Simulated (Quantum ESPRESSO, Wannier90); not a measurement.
Wannierisation of WO3 (ReO3 type)

Cell from Materials Project (mp-19390), symmetrised, no further relaxation. Not found in the COD (Crystallography Open Database) copy used, which has the formula in other groups; not checked further. Method: PBEsol plane waves in Quantum ESPRESSO 7.5 (PseudoDojo norm-conserving files, 68 Ry, no spin polarisation, no spin-orbit coupling), Bloch states on a 8×8×8 mesh through Γ, Wannier90 4.0.1. Density: 8×8×8 mesh, cold smearing 0.01 Ry. Spin-orbit coupling is left out although heavy elements are present.

On the energy scale of pw.x, whose zero is arbitrary, the valence-band maximum lies at 5.93 eV.

Input w.win:

```
num_bands = 26
num_wann = 14
exclude_bands = 1-7
num_iter = 800
conv_tol = 1.0e-6
conv_window = 4
dis_num_iter = 1000
dis_conv_tol = 1.0e-6
dis_froz_max = 10.02
write_hr = true
write_u_matrices = true
begin projections
W: d
O: p
end projections
begin unit_cell_cart
ang
    3.8062000000    0.0000000000    0.0000000000
    0.0000000000    3.8062000000    0.0000000000
    0.0000000000    0.0000000000    3.8062000000
end unit_cell_cart
begin atoms_frac
W    0.0000000000  0.0000000000  0.0000000000
O    0.0000000000  0.0000000000  0.5000000000
O    0.5000000000  0.0000000000  0.0000000000
O    0.0000000000  0.5000000000  0.0000000000
end atoms_frac
mp_grid = 8 8 8
begin kpoints
0.0000000000 0.0000000000 0.0000000000
0.0000000000 0.0000000000 0.1250000000
0.0000000000 0.0000000000 0.2500000000
... (509 more lines: the 8x8x8 mesh through Gamma)
end kpoints
```

Input of pw2wannier90.x that gives the overlap and projection files (equivalent; here they were cut from one run over all bands):

```
&inputpp
  outdir = './out'
  prefix = 'pwscf'
  seedname = 'w'
  write_amn = .true.
  write_mmn = .true.
/
```

Output w.wout (banner and timings cut):

```
                                    ------
                                    SYSTEM
                                    ------

                              Lattice Vectors (Ang)
                    a_1     3.806200   0.000000   0.000000
                    a_2     0.000000   3.806200   0.000000
                    a_3     0.000000   0.000000   3.806200

                   Unit Cell Volume:      55.14102  (Ang^3)

                        Reciprocal-Space Vectors (Ang^-1)
                    b_1     1.650776   0.000000   0.000000
                    b_2     0.000000   1.650776   0.000000
                    b_3     0.000000   0.000000   1.650776

 *----------------------------------------------------------------------------*
 |   Site       Fractional Coordinate          Cartesian Coordinate (Ang)     |
 +----------------------------------------------------------------------------+
 | w    1   0.00000   0.00000   0.00000   |    0.00000   0.00000   0.00000    |
 | o    1   0.00000   0.00000   0.50000   |    0.00000   0.00000   1.90310    |
 | o    2   0.50000   0.00000   0.00000   |    1.90310   0.00000   0.00000    |
 | o    3   0.00000   0.50000   0.00000   |    0.00000   1.90310   0.00000    |
 *----------------------------------------------------------------------------*
                                ------------
                                K-POINT GRID
                                ------------

             Grid size =  8 x  8 x  8      Total points =  512

 *---------------------------------- MAIN ------------------------------------*
 |  Number of Wannier Functions               :                14             |
 |  Number of Objective Wannier Functions     :                14             |
 |  Number of input Bloch states              :                26             |
 |  Output verbosity (1=low, 5=high)          :                 1             |
 |  Timing Level (1=low, 5=high)              :                 1             |
 |  Optimisation (0=memory, 3=speed)          :                 3             |
 |  Length Unit                               :               Ang             |
 |  Post-processing setup (write *.nnkp)      :                 F             |
 |  Using Gamma-only branch of algorithms     :                 F             |
 *----------------------------------------------------------------------------*
 *------------------------------- WANNIERISE ---------------------------------*
 |  Total number of iterations                :               800             |
 |  Number of CG steps before reset           :                 5             |
 |  Trial step length for line search         :             2.000             |
 |  Convergence tolerence                     :         0.100E-05             |
 |  Convergence window                        :                 4             |
 |  Iterations between writing output         :                 1             |
 |  Iterations between backing up to disk     :               100             |
 |  Write r^2_nm to file                      :                 F             |
 |  Write xyz WF centres to file              :                 F             |
 |  Write on-site energies <0n|H|0n> to file  :                 F             |
 |  Use guiding centre to control phases      :                 F             |
 |  Use phases for initial projections        :                 F             |
 *----------------------------------------------------------------------------*
 *------------------------------- DISENTANGLE --------------------------------*
 |  Using band disentanglement                :                 T             |
 |  Total number of iterations                :              1000             |
 |  Mixing ratio                              :             0.500             |
 |  Convergence tolerence                     :         1.000E-06             |
 |  Convergence window                        :                 3             |
 *----------------------------------------------------------------------------*
 *-------------------------------- PLOTTING ----------------------------------*
 |  Plotting Hamiltonian in WF basis          :                 T             |
 *----------------------------------------------------------------------------*

 *---------------------------------- K-MESH ----------------------------------*
 +----------------------------------------------------------------------------+
 |                    Distance to Nearest-Neighbour Shells                    |
 |                    ------------------------------------                    |
 |          Shell             Distance (Ang^-1)          Multiplicity         |
 |          -----             -----------------          ------------         |
 |             1                   0.206347                      6            |
 |             2                   0.291819                     12            |
 |             3                   0.357404                      8            |
 |             4                   0.412694                      6            |
 |             5                   0.461406                     24            |
 |             6                   0.505445                     24            |
 |             7                   0.583638                     12            |
 |             8                   0.619041                     30            |
       ... (lines left out)
 +----------------------------------------------------------------------------+
 | The b-vectors are chosen automatically                                     |
 | The following shells are used:                       1                     |
 +----------------------------------------------------------------------------+
 |                        Shell   # Nearest-Neighbours                        |
 |                        -----   --------------------                        |
 |                          1               6                                 |
 +----------------------------------------------------------------------------+
 | Completeness relation is fully satisfied [Eq. (B1), PRB 56, 12847 (1997)]  |
 +----------------------------------------------------------------------------+
 |                  b_k Vectors (Ang^-1) and Weights (Ang^2)                  |
 |                  ----------------------------------------                  |
 |            No.         b_k(x)      b_k(y)      b_k(z)        w_b           |
 |            ---        --------------------------------     --------        |
 |             1         0.000000    0.000000    0.206347    11.742848        |
 |             2         0.000000    0.206347    0.000000    11.742848        |
 |             3         0.206347    0.000000    0.000000    11.742848        |
 |             4         0.000000    0.000000   -0.206347    11.742848        |
 |             5         0.000000   -0.206347    0.000000    11.742848        |
 |             6        -0.206347    0.000000    0.000000    11.742848        |
 +----------------------------------------------------------------------------+
 |                           b_k Directions (Ang^-1)                          |
 |                           -----------------------                          |
 |            No.           x           y           z                         |
 |            ---        --------------------------------                     |
 |             1         0.000000    0.000000    0.206347                     |
 |             2         0.000000    0.206347    0.000000                     |
 |             3         0.206347    0.000000    0.000000                     |
 +----------------------------------------------------------------------------+

 Starting a new Wannier90 calculation ...

 Reading overlaps from w.mmn

 Reading projections from w.amn

 *------------------------------- DISENTANGLE --------------------------------*
 +----------------------------------------------------------------------------+
 |                              Energy  Windows                               |
 |                              ---------------                               |
 |                   Outer:   -1.24452  to   31.37733  (eV)                   |
 |                   Inner:   -1.24452  to   10.02000  (eV)                   |
 +----------------------------------------------------------------------------+
   Number of target bands to extract:   14

                   Unitarised projection of Wannier functions
                   ------------------------------------------
   A_mn = <psi_m|g_n> --> S = A.A^+ --> U = S^-1/2.A
   In dis_project... done
   Using an inner window (linner = T)
   In dis_proj_froz... done

                   Extraction of optimally-connected subspace
                   ------------------------------------------
 +---------------------------------------------------------------------+<-- DIS
 |  Iter     Omega_I(i-1)      Omega_I(i)      Delta (frac.)           |<-- DIS
 +---------------------------------------------------------------------+<-- DIS
       1      12.06722398      11.81368056       2.146E-02    <-- DIS
       2      11.84523097      11.74214962       8.779E-03    <-- DIS
       3      11.77327351      11.69167891       6.979E-03    <-- DIS
       4      11.71707500      11.65370837       5.437E-03    <-- DIS
       5      11.67354853      11.62412088       4.252E-03    <-- DIS
       6      11.63956068      11.60044255       3.372E-03    <-- DIS
       ... (lines left out)
     101      11.42440348      11.42430546       8.580E-06    <-- DIS
       ... (lines left out)
     154      11.42399550      11.42398447       9.659E-07    <-- DIS
     155      11.42399421      11.42398360       9.295E-07    <-- DIS
     156      11.42399299      11.42398277       8.945E-07    <-- DIS

             <<<      Delta < 1.000E-06  over  3 iterations     >>>
             <<< Disentanglement convergence criteria satisfied >>>

        Final Omega_I    11.42398277 (Ang^2)

 +----------------------------------------------------------------------------+

 Writing checkpoint file w.chk... done

 *------------------------------- WANNIERISE ---------------------------------*
 +--------------------------------------------------------------------+<-- CONV
 | Iter  Delta Spread     RMS Gradient      Spread (Ang^2)            |<-- CONV
 +--------------------------------------------------------------------+<-- CONV

 ------------------------------------------------------------------------------
 Initial State
  WF centre and spread    1  ( -0.000000,  0.000000,  0.000000 )     1.01458243
  WF centre and spread    2  (  0.000000,  0.000000,  0.000000 )     1.08147553
  WF centre and spread    3  ( -0.000000, -0.000000,  0.000000 )     1.08147553
  WF centre and spread    4  ( -0.000000,  0.000000,  0.000000 )     1.01458244
  WF centre and spread    5  ( -0.000000,  0.000000,  0.000000 )     1.08147553
  WF centre and spread    6  (  0.000000, -0.000000,  1.903100 )     0.73135233
  WF centre and spread    7  ( -0.000000,  0.000000,  1.903100 )     0.69358908
  WF centre and spread    8  ( -0.000000,  0.000000,  1.903100 )     0.69358908
  WF centre and spread    9  (  1.903100,  0.000000, -0.000000 )     0.69358908
  WF centre and spread   10  (  1.903100, -0.000000, -0.000000 )     0.73135233
  WF centre and spread   11  (  1.903100, -0.000000, -0.000000 )     0.69358908
  WF centre and spread   12  ( -0.000000,  1.903100,  0.000000 )     0.69358908
  WF centre and spread   13  (  0.000000,  1.903100,  0.000000 )     0.69358908
  WF centre and spread   14  (  0.000000,  1.903100, -0.000000 )     0.73135235
  Sum of centres and spreads (  5.709300,  5.709300,  5.709300 )    11.62918297

      0     0.116E+02     0.0000000000       11.6291829749  <-- CONV
        O_D=      0.0000000 O_OD=      0.2052002 O_TOT=     11.6291830 <-- SPRD
 ------------------------------------------------------------------------------
      1    -0.270E-01     0.0698326333       11.6021947667  <-- CONV
        O_D=      0.0000000 O_OD=      0.1782120 O_TOT=     11.6021948 <-- SPRD
      2    -0.572E-02     0.0654501460       11.5964769701  <-- CONV
        O_D=      0.0000000 O_OD=      0.1724942 O_TOT=     11.5964770 <-- SPRD
      3    -0.351E-02     0.0414333695       11.5929655947  <-- CONV
        O_D=      0.0000000 O_OD=      0.1689828 O_TOT=     11.5929656 <-- SPRD
      4    -0.203E-02     0.0355517355       11.5909328708  <-- CONV
        O_D=      0.0000000 O_OD=      0.1669501 O_TOT=     11.5909329 <-- SPRD
      5    -0.221E-02     0.0340119781       11.5887255783  <-- CONV
        O_D=      0.0000000 O_OD=      0.1647428 O_TOT=     11.5887256 <-- SPRD
       ... (lines left out)
     35    -0.469E-06     0.0005512267       11.5820155784  <-- CONV
        O_D=      0.0000000 O_OD=      0.1580328 O_TOT=     11.5820156 <-- SPRD
     36    -0.296E-06     0.0004255852       11.5820152825  <-- CONV
        O_D=      0.0000000 O_OD=      0.1580325 O_TOT=     11.5820153 <-- SPRD
     37    -0.220E-06     0.0005145984       11.5820150623  <-- CONV
        O_D=      0.0000000 O_OD=      0.1580323 O_TOT=     11.5820151 <-- SPRD
             <<<     Delta < 1.000E-06  over  4 iterations     >>>
             <<< Wannierisation convergence criteria satisfied >>>
 Final State
  WF centre and spread    1  ( -0.000000,  0.000000,  0.000000 )     1.01142660
  WF centre and spread    2  (  0.000000,  0.000000,  0.000000 )     1.08863718
  WF centre and spread    3  ( -0.000000, -0.000000,  0.000000 )     1.08863718
  WF centre and spread    4  ( -0.000000,  0.000000,  0.000000 )     1.01145261
  WF centre and spread    5  ( -0.000000,  0.000000,  0.000000 )     1.08863718
  WF centre and spread    6  (  0.000000, -0.000000,  1.903100 )     0.72628034
  WF centre and spread    7  ( -0.000000,  0.000000,  1.903100 )     0.68573379
  WF centre and spread    8  ( -0.000000,  0.000000,  1.903100 )     0.68573379
  WF centre and spread    9  (  1.903100,  0.000000,  0.000000 )     0.68573362
  WF centre and spread   10  (  1.903100, -0.000000, -0.000000 )     0.72627104
  WF centre and spread   11  (  1.903100,  0.000000, -0.000000 )     0.68573353
  WF centre and spread   12  ( -0.000000,  1.903100,  0.000000 )     0.68573362
  WF centre and spread   13  ( -0.000000,  1.903100,  0.000000 )     0.68573353
  WF centre and spread   14  (  0.000000,  1.903100, -0.000000 )     0.72627106
  Sum of centres and spreads (  5.709300,  5.709300,  5.709300 )    11.58201506

         Spreads (Ang^2)       Omega I      =    11.423982772
        ================       Omega D      =     0.000000000
                               Omega OD     =     0.158032291
    Final Spread (Ang^2)       Omega Total  =    11.582015062
```
